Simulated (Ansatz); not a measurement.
AlRu in space group Cmcm (No. 63; Al on 4c, Ru on 4c) at seven volumes, the program Ansatz at the PBE level (PAW), shape and atoms relaxed at each. One row is withheld.

| V (Å³/atom) | P (GPa) |
|---|---|
| 12.829 | 21.06 |
| 13.252 | 12.85 |
| 13.675 | 5.90 |
| 14.098 | 0.00 |
| 14.521 | ? |
| 14.944 | -9.23 |
| 15.367 | -12.81 |

### Question
Fit the shown pressures and predict the withheld one.

### Answer
P = (3/2)B₀(x^(7/2) − x^(5/2))[1 + (3/4)(B′ − 4)(x − 1)] with x = (V₀/V)^(2/3). Least squares on the six rows gives V₀ = 14.098 Å³/atom, B₀ = 180 GPa, B′ = 4.50. At V = 14.521, x = 0.9805 and P = -4.98 GPa. The run itself gave -5.00 GPa.

The start of the workflow was typed in or built on a structure type; neither database checked (COD, Materials Project) lists it. COD files the formula under space group No. 221, so this cell is another polymorph or a model. Its standing as an ambient phase is unchecked. The PBE relaxation kept the symmetry of its start; whether a distortion lowers the energy is not shown. The run is not spin-polarised.

Potentials: the later of the program's two PAW sets.
